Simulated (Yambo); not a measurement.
G0W0@PBEsol for CsVN$_{2}$ (space group Fd-3m, No. 227) in Yambo. Reference settings: 2×2×2 Γ-centred k mesh, bands 3 to 214 and a 7 Ry block in the screening, 214 bands in G with the Bruneval-Gonze terminator, plasmon pole fitted at 27.2 eV. The PBEsol gap L → Γ on this mesh is 0.56 eV; G0W0 gaps are taken between the same points.

The settings were changed. The gap went from 1.33 eV to 1.47 eV, and the shift of the valence edge from 0.15 eV to 0.47 eV.

### Question
Name the change that produced these shifts.
A. 58 bands in W, 58 bands in G, 4 Ry block
B. 167 bands in W, 167 bands in G, no terminator
C. 58 bands in W, 58 bands in G, 2 Ry block
D. 58 bands in W, 58 bands in G, 3 Ry block

### Answer
B, 167 bands in W, 167 bands in G, no terminator. The others gave (gap, valence shift): 58 bands in W, 58 bands in G, 2 Ry block: 1.64, 0.63 eV; 58 bands in W, 58 bands in G, 3 Ry block: 1.51, 0.64 eV; 58 bands in W, 58 bands in G, 4 Ry block: 1.31, 0.60 eV.

Geometry of the Materials Project entry, not relaxed at this level; primitive cell a = b = c = 5.9000 Å, α = β = γ = 60.00°.

The structure is a Materials Project entry; no match was found in the copy of COD used, and its stability was not checked.

The runs are not spin-polarised; magnetic order was not tried.

A shift is the quasiparticle energy of the state minus its PBEsol energy.
